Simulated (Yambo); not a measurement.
A G0W0@LDA run in Yambo for BeSe (zinc blende, space group F-43m, No. 216) (6×6×6 Γ-centred k mesh, bands 7 to 79 and a 10 Ry block in the screening, 79 bands in G with the Bruneval-Gonze terminator, plasmon pole fitted at 27.2 eV) gives these matrix elements, in eV, at the band edges (Γ → X):

```
state               E0    <Vxc>     <Σx>  <Σc(E0)>      Z
---------------  -----  -------  -------  --------  -----
valence edge     0.000  -14.680  -17.912     1.583  0.808
conduction edge  2.405   -9.792   -5.441    -3.686  0.825
```

### Question
Solve the linearised quasiparticle equation for both states, give the gap, and say how exchange and correlation each act on it.

### Answer
E = E0 + Z(Σx + Σc − Vxc). Valence: 0.000 + 0.808 × (-17.912 + (1.583) − (-14.680)) = -1.33 eV. Conduction: 2.405 + 0.825 × (-5.441 + (-3.686) − (-9.792)) = 2.95 eV. The gap is 4.29 eV, against 2.41 eV in LDA. Replacing Vxc by bare exchange alone would open it by 7.58 eV; correlation takes back 5.27 eV of that, and Z scales what is left. Nearest settings tried, and what they do to the gap: 60 bands in W, 60 bands in G: -11 meV; 8 Ry block (89 vectors against 137): -64 meV; 8×8×8 mesh: +1 meV. So the settings aren't converged at that level. Spin-orbit splittings are left out.

The standard potential for Se keeps a d shell in the valence without the s and p states of that shell. In tests on such compounds this moved G0W0 gaps by up to about 0.9 eV, so absolute quasiparticle energies here are unreliable; differences between settings are what counts.

Geometry relaxed with LDA; primitive cell a = b = c = 3.593 Å, α = β = γ = 60.00°.
